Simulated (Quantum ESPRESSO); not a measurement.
Simulation results for Li$_{2}$Mg$_{2}$Ta$_{2}$AlAg (simulated cell)

Calculation on a made-up metal alloy cell, not a measurement, with one named mistake planted (healthy values lack it): no spin or spin-orbit, unrelaxed, 2900 K smearing, stress positive in tension, cell energy less the intended atoms' offsets; periodic Kohn-Sham density functional theory in plane waves with PseudoDojo standard norm-conserving scalar-relativistic pseudopotentials, each functional with its own files (v0.5 for PBE, v0.4.1 for LDA and PBEsol), eight atoms on drawn sites of a strained close-packed or body-centred lattice, each displaced and held fixed; the energy is the cell's free energy, ions and the entropy term -TS included, at the stated Fermi-Dirac width, less a fixed offset for each atom's element (shifted free energy); compositions with an open d shell lost a parallel starting moment in a cheaper test run, and other magnetic orders were not tried; an error bar is the largest change of its kind in a tighter rerun, never given below 0.002 eV, 0.02 GPa or 0.003 eV/angstrom, and covers cutoff and k-mesh only, not smearing or the files. Program: Quantum ESPRESSO 7.5.

## Li$_{2}$Mg$_{2}$Ta$_{2}$AlAg (simulated cell)

```cif
# cell vector a (Å): 0.0219 -0.0290 -4.1911
# cell vector b (Å): 4.2190 -0.0531 -0.0219
# cell vector c (Å): 0.1061 -8.5928 -0.0580
data_Li2Mg2Ta2AlAg
_symmetry_space_group_name_H-M 'P 1'
_symmetry_Int_Tables_number 1
_cell_length_a 4.1913
_cell_length_b 4.2194
_cell_length_c 8.5937
_cell_angle_alpha 88.570
_cell_angle_beta 89.213
_cell_angle_gamma 89.398
_cell_volume 151.91
loop_
_atom_site_label
_atom_site_type_symbol
_atom_site_fract_x
_atom_site_fract_y
_atom_site_fract_z
_atom_site_occupancy
Li1 Li 0.99354 0.01235 0.99849 1
Al1 Al 0.99667 0.99989 0.50457 1
Ta1 Ta 0.99629 0.51424 0.25159 1
Mg1 Mg 0.00378 0.49884 0.74571 1
Ta2 Ta 0.50042 0.00419 0.24296 1
Mg2 Mg 0.49479 0.99282 0.75069 1
Ag1 Ag 0.50529 0.48241 0.99836 1
Li2 Li 0.51101 0.50970 0.49365 1
```

* lattice type: face-centred cubic
* intended functional: pbe
* cutoff: 1143 eV
* fermi dirac smearing: 0.25 eV
* intended electrons removed: 0
* healthy entropy term negative ts: -0.944 eV
* healthy pressure: -5.68 GPa
* healthy stress xx: 5.86 GPa
* healthy stress yy: 5.39 GPa
* healthy stress zz: 5.8 GPa
* healthy stress yz: 0.82 GPa
* healthy stress xz: -0.5 GPa
* healthy stress xy: -1.43 GPa
* fault kind: cell scaled
* fault length scale change: -1.79 percent
* run command: mpirun -np 4 pw.x -nk 4 -in in
* run processor: Intel Xeon, 2023 or later, virtual cores
* k mesh: 6 x 6 x 3 shifted half a step off Gamma on each axis
* structure shown: the intended cell
* healthy shifted free energy: -0.499 eV
* faulty entropy term negative ts: -0.894 eV
* faulty pressure: -2.26 GPa
* faulty stress xx: 2.2 GPa
* faulty stress yy: 2.29 GPa
* faulty stress zz: 2.28 GPa
* faulty stress yz: 0.94 GPa
* faulty stress xz: -0.58 GPa
* faulty stress xy: -1.7 GPa
* faulty shifted free energy: -0.7 eV

Atoms:
```tsv
atoms element	atom site	atom energy offset (eV)
Li	1	-195.67
Al	2	-63.26
Ta	3	-1771.44
Mg	4	-1616.19
Ta	5	-1771.44
Mg	6	-1616.19
Ag	7	-4218.03
Li	8	-195.67
```

Healthy forces:
```tsv
site	x (eV/Å)	y (eV/Å)	z (eV/Å)
1	-0.109	-0.05	-0.087
2	0.08	1.4	-0.058
3	-0.26	-0.405	-0.16
4	-0.046	-0.174	0.105
5	0.037	-0.87	0.087
6	0.089	-0.175	-0.124
7	0.308	0.248	0.078
8	-0.099	0.026	0.159
```

Faulty forces:
```tsv
site	x (eV/Å)	y (eV/Å)	z (eV/Å)
1	-0.129	0.028	-0.103
2	0.098	1.371	-0.068
3	-0.327	-0.461	-0.201
4	-0.062	-0.199	0.108
5	0.05	-0.972	0.113
6	0.102	-0.197	-0.121
7	0.383	0.481	0.092
8	-0.115	-0.051	0.18
```

Notes: heavy elements are run without spin-orbit coupling, which real alloys of them have; a spin test at this wide smearing found no moment, but such smearing suppresses magnetism that the real alloy may have; lattice, volume and sites are drawn at random and may be unstable or far from any real phase; energies are for the whole cell, less offsets fitted to these runs, so they are not formation energies; error bars of the healthy run: energy 0.0052 eV, stress 0.032 GPa, force 0.01 eV/Å, from a tighter rerun of this or a related cell; 13 SCF iterations, 111 s of wall time on a shared machine.
